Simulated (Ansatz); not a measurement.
## Compressing AlNi3: a fit and a missing row

AlNi3, Fm-3m, a = 5.597 Å. The structure is a Materials Project entry; whether it is the stable form wasn't checked. Ansatz: PBEsol, PAW, 420 eV, Γ-centred 14×14×14 mesh on 4 atoms, Gaussian smearing 0.10 eV; no spin polarisation. Symmetry fixes shape and atoms, so the cell is only scaled; pressure is positive in compression.

| V (Å³/atom) | P (GPa) |
| --- | --- |
| 9.642 | 34.31 |
| 9.971 | 23.47 |
| 10.300 | ? |
| 10.629 | 6.56 |
| 10.957 | 0.00 |
| 11.286 | -5.55 |
| 11.615 | -10.24 |
| 12.053 | -15.39 |

Task: Take V0 = 10.957 Å³/atom, fit the third-order Birch–Murnaghan form to the other rows, and predict the missing pressure.

Result: With the Eulerian strain f = ½[(V0/V)^(2/3) − 1] and y = P/[3f(1 + 2f)^(5/2)], the form is the line y = B0 + 1.5 B0 (B0′ − 4) f. Rows (f, y): 0.04449, 207.7; 0.03244, 206.1; 0.01023, 203.2; -0.00976, 199.1; -0.01907, 197.3; -0.03079, 195.3. Means f = 0.004590, y = 201.45; Σ(Δf)² = 0.004417, ΣΔfΔy = 0.7382; the slope is their ratio. y = 200.7 + 167.1 f GPa, so B0 = 200.7 GPa and B0′ = 4 + 2 × (167.1)/(3 × 200.7) = 4.56. At V = 10.300, f = 0.02104, y = 204.22 and P = 14.29 GPa. The run gave 14.31 GPa, so the fit is 0.02 GPa too low, within the rms miss on the fitted rows (0.03 GPa).